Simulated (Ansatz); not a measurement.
Zr$_{3}$N$_{4}$:
```cif
data_N8Zr6
_chemical_formula_sum 'N8 Zr6'
_space_group_name_H-M_alt 'P 1'
_space_group_IT_number 1
_cell_length_a 5.80463
_cell_length_b 5.80463
_cell_length_c 5.80463
_cell_angle_alpha 109.471
_cell_angle_beta 109.471
_cell_angle_gamma 109.471
loop_
_space_group_symop_operation_xyz
  'x, y, z'
loop_
_atom_site_label
_atom_site_type_symbol
_atom_site_fract_x
_atom_site_fract_y
_atom_site_fract_z
_atom_site_occupancy
N1 N 0.14175 0.14175 0.14175 1
N2 N 0.85825 0.50000 0.00000 1
N3 N 0.50000 0.00000 0.35825 1
N4 N 0.00000 0.85825 0.50000 1
N5 N 0.35825 0.50000 0.00000 1
N6 N 0.64175 0.64175 0.64175 1
N7 N 0.00000 0.35825 0.50000 1
N8 N 0.50000 0.00000 0.85825 1
Zr1 Zr 0.25000 0.62500 0.37500 1
Zr2 Zr 0.37500 0.25000 0.62500 1
Zr3 Zr 0.75000 0.87500 0.12500 1
Zr4 Zr 0.12500 0.75000 0.87500 1
Zr5 Zr 0.62500 0.37500 0.25000 1
Zr6 Zr 0.87500 0.12500 0.75000 1
```

Relaxed with PBEsol. 

**Question.** HSE06 on this cell (Ansatz, a program for electronic structure, PAW) gives a gap of 1.68 eV. What does PBEsol give?

**Answer.** 0.75 eV.

Cost on shared cores: the PBEsol run (SCF on a 6×6×6 mesh, then bands and DOS) about 2.2 core-minutes (a rough figure), the HSE06 run (SCF on 4×4×4, then a few points) around 9 core-minutes (rough); the tasks are unlike.

Space group I-43d. Symmetry was held in the PBEsol relaxation. No spin polarisation was allowed. Scalar-relativistic: spin–orbit coupling is off unless named, which matters more the heavier the elements.

Potentials: the later of the program's two PAW sets.

Ansatz is a plane-wave DFT program.
